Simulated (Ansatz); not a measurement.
# Field gradients of Si₃N₄ from run to run

Cell of run 1: a COD entry (perhaps calculated rather than measured), atoms as given.

Space group P6_3/m (No. 176); a = 7.6044, c = 2.9063 Å, γ = 120.00°.

| site | Wyckoff | site symmetry | x | y | z |
| --- | --- | --- | --- | --- | --- |
| Si | 6h | m.. | 0.7685 | 0.1746 | 0.2500 |
| N7 | 6h | m.. | 0.0305 | 0.3302 | 0.2500 |
| N13 | 2d | -6.. | 0.6667 | 0.3333 | 0.2500 |

One atom of each set is listed.

Relaxed positions (PBE, cell held):

Si (0.7680, 0.1741, 0.2500)
N7 (0.0300, 0.3299, 0.2500)
N13 (0.6667, 0.3333, 0.2500)

All runs are DFT with Ansatz 0.2.0 (plane waves and PAW, scalar-relativistic unless spin–orbit coupling is named, Γ-centred meshes, Fermi–Dirac smearing where given) in this cell.

Run 1: PBE, gradients read without the response of the cores, atoms as given; 420 eV, 4×4×10 k-points, smearing 0.02 eV.
Run 2: PBE, gradients read without the response of the cores, atoms relaxed; 420 eV, 4×4×10 k-points, smearing 0.02 eV.
Run 3: r2SCAN, gradients read without the response of the cores, at the relaxed atoms; 500 eV, 4×4×10 k-points, smearing 0.02 eV.

```json
{"run": "1", "Si V_zz (η)": "0.90 (0.26)", "N7 V_zz (η)": "-5.14 (0.07)", "N13 V_zz (η)": "-5.11 (0.00)"}
{"run": "2", "Si V_zz (η)": "?", "N7 V_zz (η)": "?", "N13 V_zz (η)": "?"}
{"run": "3", "Si V_zz (η)": "0.90 (0.24)", "N7 V_zz (η)": "-5.15 (0.07)", "N13 V_zz (η)": "-5.20 (0.00)"}
```

V_zz in 10²¹ V/m².

Task: Estimate the row of run 2.

Result: Si: 0.90 (0.27); N7: -5.14 (0.07); N13: -5.09 (0.00). It lies nearest to run 1, from whose tensors on these sites it differs by 0.03 at most (largest principal value of the difference, on N7). Taken one at a time, the functional (r2SCAN with its higher cutoff) moves the tensors on these sites by up to 0.10 (largest principal value of the change, on N13), the positions of the atoms (as given or relaxed) by 0.03 (N7).

The cell isn't the equilibrium one in runs 1, 2 (calculated pressure 6, 6 GPa), and the entry's cell may itself be off.
